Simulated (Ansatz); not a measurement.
Given:

CdS:
```yaml
crystal:
  lattice:
    - [4.17019, 0.00000, 0.00000]
    - [-2.08509, 3.61149, 0.00000]
    - [0.00000, 0.00000, 6.77574]
  atoms:
    - { symbol: Cd, position: [0.66667, 0.33333, 0.50004] }
    - { symbol: Cd, position: [0.33333, 0.66667, 0.00004] }
    - { symbol: S, position: [0.66667, 0.33333, 0.87696] }
    - { symbol: S, position: [0.33333, 0.66667, 0.37696] }
```

This is the HSE06-relaxed structure.

Task: All from the program Ansatz at the HSE06 level (PAW), unless another level is named. Predict the band gap.

Result: 2.18 eV (direct).

Task: Next, the gap with spin–orbit coupling?

Result: 2.16 eV (at the special points and the edges found without it).

Task: And the valence-band maximum?

Result: at Γ.

Space group P6_3mc (wurtzite). Symmetry was held in the HSE06 relaxation. The hybrid was solved on a coarse mesh, the path and, where they were found, the r²SCAN edge points; its band edges are the extreme levels among these. Spin–orbit coupling is left out wherever it is not named.

Potentials: the earlier of the program's two PAW sets.
